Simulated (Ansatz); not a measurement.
Computed properties of Mg

Mg:
```yaml
crystal:
  lattice:
    - [3.03415, 0.00000, 0.00000]
    - [-1.51708, 2.62765, 0.00000]
    - [0.00000, 0.00000, 3.02417]
  atoms:
    - { symbol: Mg, position: [0.00000, 0.00000, 0.00000] }
```

Space group P6/mmm (No. 191), simple hexagonal; conventional cell a = 3.034 Å, b = 3.034 Å, c = 3.024 Å, α = 90.00°, β = 90.00°, γ = 120.00°.

Method: the program Ansatz at the LDA level (PAW). Structure relaxed to zero pressure with the same functional. Other levels are named where they apply.

**Cell and energy**

* **Volume per atom**: 24.11 Å³
* **Density**: 1.67 g/cm³

**Electronic structure**

- Electronic character = metallic (no gap)
- Density of states at the Fermi level = 0.45 states/eV per atom (mean over ±0.08 eV)

**Mechanics**

* **Bulk modulus (Birch–Murnaghan fit)**: 293 kbar
* **Pressure derivative B′**: 4.1
* **Elastic constants (relaxed ions, GPa)**: C11 = 71.3, C12 = 25.7, C13 = 4.7, C33 = 59.0, C44 = -13.9
* **Mechanical stability**: unstable (C has a negative eigenvalue)

The workflow started from a Materials Project entry (that database holds measured and hypothetical structures alike); the Crystallography Open Database copy checked does not list it. It is not the phase usual at ambient conditions (space group No. 194). The cell was relaxed with LDA under the symmetry of its start. As this level gives no gap, shear constants depend on the k-mesh and smearing (Fermi–Dirac, 0.1 eV here). Axis ratios of metals converge slowly with the k-mesh, so a and c are less sure than the volume.

Potentials: the earlier of the program's two PAW sets.
